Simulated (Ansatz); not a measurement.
Relaxed-ion elastic tensor of Au (fcc (Cu type), Fm-3m) in GPa (Voigt order), the program Ansatz at the PBEsol level (PAW); density 19.24 g/cm³, 17.00 Å³ per atom.

```json
[
 {"": "1", "1": "194", "2": "167", "3": "167", "4": "0.0", "5": "0.0", "6": "0.0"},
 {"": "2", "1": "167", "2": "194", "3": "167", "4": "0.0", "5": "0.0", "6": "0.0"},
 {"": "3", "1": "167", "2": "167", "3": "194", "4": "0.0", "5": "0.0", "6": "0.0"},
 {"": "4", "1": "0.0", "2": "0.0", "3": "0.0", "4": "35.8", "5": "0.0", "6": "0.0"},
 {"": "5", "1": "0.0", "2": "0.0", "3": "0.0", "4": "0.0", "5": "35.8", "6": "0.0"},
 {"": "6", "1": "0.0", "2": "0.0", "3": "0.0", "4": "0.0", "5": "0.0", "6": "35.8"}
]
```

Q: Is the crystal mechanically stable?

A: Yes: the smallest eigenvalue of C is 27.4 GPa.

Q: Work out the Voigt, Reuss and Hill averages.

A: K_V = 176, K_R = 176, K_H = 176; G_V = 27.0, G_R = 21.7, G_H = 24.4 GPa.

Q: Give Young's modulus, Poisson's ratio, Pugh's ratio and the universal anisotropy index.

A: E = 9KG/(3K + G) = 69.8 GPa; ν = 0.43; K/G = 7.21 (ductile by the Pugh limit of 1.75); A_U = 5G_V/G_R + K_V/K_R − 6 = 1.20.

Q: Estimate the sound speeds and the Debye temperature.

A: v_l = √((K + 4G/3)/ρ) = 3290 m/s, v_t = √(G/ρ) = 1130 m/s, mean 1280 m/s; Θ = (h/k)(3n/4πV)^(1/3) v_m = 148 K.

Q: Give the Zener ratio and Young's modulus along [100], [110] and [111].

A: A = 2C44/(C11 − C12) = 2.62; 1/E = S11 − 2(S11 − S12 − S44/2)Γ with Γ = 0, 1/4, 1/3 gives 40.0, 73.0, 101 GPa.

Q: Solve the Christoffel equation for the three sound speeds along [100], [110], [111].

A: Eigenvalues of C_ijkl n_j n_l equal ρv². In km/s, slowest first: [100] 1.36, 1.36, 3.17; [110] 0.84, 1.36, 3.35; [111] 1.05, 1.05, 3.41.

Symmetry was held in the PBEsol relaxation. As this level gives no gap, shear constants depend on the k-mesh and smearing (Fermi–Dirac, 0.1 eV here). Spin–orbit coupling is left out wherever it is not named.

Potentials: the later of the program's two PAW sets.
